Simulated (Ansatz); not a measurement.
## Is this Hf₂TaN₄ structure a true minimum?

The structure comes from a generated guess, relaxed at this level; another structure or a mixture of phases may lie lower.

Computed with Ansatz, DFT PBE, scalar-relativistic, plane waves, PAW. Settings: cutoff 420 eV, Γ-centred mesh 6×6×10 on the computed 7-atom cell, Gaussian smearing of 0.10 eV; no spin polarisation.

The cell below (7 atoms, space group Cmmm (No. 65)) is relaxed within its symmetry.

```xyz
7
Lattice="3.2309 -4.3947 0.0000 3.2309 4.3947 0.0000 0.0000 0.0000 3.1509" Properties=species:S:1:pos:R:3 pbc="T T T"
Hf    1.6154   -2.1973    1.5754
Hf    1.6154    2.1973    1.5754
Ta    0.0000    0.0000    0.0000
N     3.2309    2.2564    0.0000
N     3.2309   -2.2564    0.0000
N     1.4008    0.0000    1.5754
N     5.0609    0.0000    1.5754
```

For the test it was strained at random (σ = 1.5 % a component), the atoms were moved at random (σ = 0.10 Å), and all was relaxed again on a coarse 8×4×4 mesh (in the run’s order of axes) with 0.20 eV smearing, with no symmetry imposed.

Spin–orbit coupling, which can matter for Hf and Ta, is left out.

Task: Does it come back?

Result: It returns, within 1 meV/atom of the unmoved cell on that mesh and with the same symmetry when read at 0.1 Å. No instability shows in this cell; modes of other wave vectors, which need another repeat, aren't tested.
